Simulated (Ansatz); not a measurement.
Y₂Al₃Si₂:
```yaml
crystal:
  lattice:
    - [5.08458, 2.01894, 0.00000]
    - [-5.08458, 2.01894, 0.00000]
    - [-1.27899, 0.00000, 6.48927]
  atoms:
    - { symbol: Y, position: [0.37985, 0.62015, 0.67803] }
    - { symbol: Y, position: [0.62015, 0.37985, 0.32197] }
    - { symbol: Al, position: [0.69339, 0.30661, 0.86795] }
    - { symbol: Al, position: [0.30661, 0.69339, 0.13205] }
    - { symbol: Al, position: [0.00000, 0.00000, 0.00000] }
    - { symbol: Si, position: [0.90818, 0.09182, 0.35861] }
    - { symbol: Si, position: [0.09182, 0.90818, 0.64139] }
```

Relaxed with r²SCAN. Special points in fractions of this cell's reciprocal vectors: Γ (0.000, 0.000, 0.000); C (0.291, 0.291, 0.000); C2 (-0.291, 0.709, 0.000); Y2 (-0.500, 0.500, 0.000); M2 (-0.500, 0.500, 0.500); D (-0.279, 0.721, 0.500); D2 (0.279, 0.279, 0.500); A (0.000, 0.000, 0.500); L2 (0.000, 0.500, 0.500); V2 (0.000, 0.500, 0.000).

Task: List the band energies nearest the Fermi level at these points for plane-wave PAW r²SCAN (Ansatz code).

Result: In eV from the Fermi level; about four levels below and three above (degenerate sets whole), none deeper than 8.9 eV; points with the same levels are listed once.

```csv
k,below,above
Γ,-2.65 -2.08 -1.91 -1.56,0.12 0.23 0.29
C,-3.30 -2.62 -1.65 -0.96,0.39 1.20 1.82
Y2,-1.52 -0.72 -0.71 -0.46,0.10 1.01 1.70
M2,-2.13 -2.13 -1.98 -1.12 -0.77,0.10 1.42 1.99
D,-1.93 -1.85 -1.21 -1.08,0.43 1.32 2.36
A,-1.98 -1.82 -1.59 -0.38,0.92 1.14 1.39
L2,-2.40 -2.02 -1.63 -0.27,0.85 1.20 2.57
V2,-2.64 -1.55 -1.04 -0.68,1.56 2.25 2.30
```

Space group C2/m. The first step of the workflow began from a Materials Project structure, measured or hypothetical; the Crystallography Open Database files this formula in space group No. 12, but the cells were not matched. Whether it is the stable phase at ambient conditions was not checked. Symmetry was held in the r²SCAN relaxation; whether a distortion lowers the energy is not shown. No spin polarisation was allowed. Spin–orbit coupling is left out wherever it is not named.

Potentials: the later of the program's two PAW sets.
